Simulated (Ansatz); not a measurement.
# Profile along the P–P line in P (black-P type, space group Cmce)

P (black-P type, space group Cmce)

```cif
data_P4
_chemical_formula_sum 'P4'
_space_group_name_H-M_alt 'P 1'
_space_group_IT_number 1
_cell_length_a 5.59456
_cell_length_b 5.59456
_cell_length_c 4.46666
_cell_angle_alpha 90.000
_cell_angle_beta 90.000
_cell_angle_gamma 145.670
loop_
_space_group_symop_operation_xyz
  'x, y, z'
loop_
_atom_site_label
_atom_site_type_symbol
_atom_site_fract_x
_atom_site_fract_y
_atom_site_fract_z
_atom_site_occupancy
P1 P 0.40092 0.59908 0.58510 1
P2 P 0.59908 0.40092 0.41490 1
P3 P 0.90092 0.09908 0.91490 1
P4 P 0.09908 0.90092 0.08510 1
```

Fields along a shortest P–P line of a (010) plane (2.21 Å), from P to P, interpolated on the slice's grid (step about 0.2 Å). The numbers are results of r2SCAN+rVV10 (plane waves to 500 eV, PAW, scalar-relativistic; Ansatz, a quantum-chemistry and plane-wave program), not measurements. k mesh 10×10×8. These are valence fields of a PAW run, semicore shells included where kept as valence: close to a nucleus they are smooth pseudo fields. P was relaxed with its symmetry unable to fall.

```csv
distance from P (Å),valence electron density (e/Å³),electron localisation function
0.00,0.03,x
0.11,0.05,x
0.22,0.12,x
0.33,0.28,x
0.44,0.50,0.27
0.55,0.70,0.61
0.66,0.82,0.81
0.77,0.85,0.88
0.88,0.83,0.89
0.99,0.80,0.89
1.10,0.78,0.89
1.22,0.80,0.89
1.33,0.83,0.89
1.44,0.85,0.88
1.55,0.82,0.81
1.66,0.70,0.61
1.77,0.50,0.27
1.88,0.28,x
1.99,0.12,x
2.10,0.05,x
2.21,0.03,x
```

x: too close to a nucleus for the ELF to mean much.

Density on the P–P line (2.21 Å) at its midpoint: 0.78 e/Å³. ELF at that point: 0.9. ELF maximum in the middle third of the P–P line: 0.89, 1.1 Å from P.
